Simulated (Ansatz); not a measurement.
AlN (zinc blende)

```
CELL_PARAMETERS angstrom
      0.00000     4.36954     4.36954
      2.18477     2.18477     4.36954
      2.18477     2.18477     0.00000
ATOMIC_POSITIONS crystal
  N  0.00000 0.75000 0.75000
  N  0.50000 0.75000 0.75000
  Al 0.00000 0.00000 0.00000
  Al 0.50000 0.00000 0.00000
```

The atoms are displaced by Q × the pattern below (from a DFPT mode at X = (0.5, 0.5, 0.0), largest move 1; Q in Å), at fixed cell. It is one choice among 2 degenerate patterns. (q is in reciprocal vectors of the primitive cell; the cell shown is doubled to hold the pattern.)

```json
[
 {"atom": "N1", "x": "0.000", "y": "1.000", "z": "0.000"},
 {"atom": "N2", "x": "0.000", "y": "-1.000", "z": "0.000"},
 {"atom": "Al3", "x": "-0.339", "y": "0.000", "z": "0.000"},
 {"atom": "Al4", "x": "0.339", "y": "0.000", "z": "0.000"}
]
```

Computed with r2SCAN (plane waves to 500 eV, PAW, scalar-relativistic; Ansatz, an electronic-structure program). k mesh 13×13×13 (Γ-centred), Fermi-Dirac smearing 0.05 eV. AlN was relaxed with its symmetry unable to fall. The PAW data are Ansatz's earlier set.

At one point of the scan the forces (eV/Å) are:

```tsv
atom	Fx	Fy	Fz
N1	0.000	-2.768	0.000
N2	0.000	2.768	0.000
Al3	1.856	0.000	0.000
Al4	-1.856	0.000	0.000
```

### Question
Which point is it?
A) Q = 0.150 Å
B) Q = 0.060 Å
C) Q = 0.030 Å
D) Q = 0.120 Å

### Answer
D, Q = 0.120 Å

(A displaced cell: forces are minus the slopes of the energy, force constants its curvatures, and phonons follow from these.)
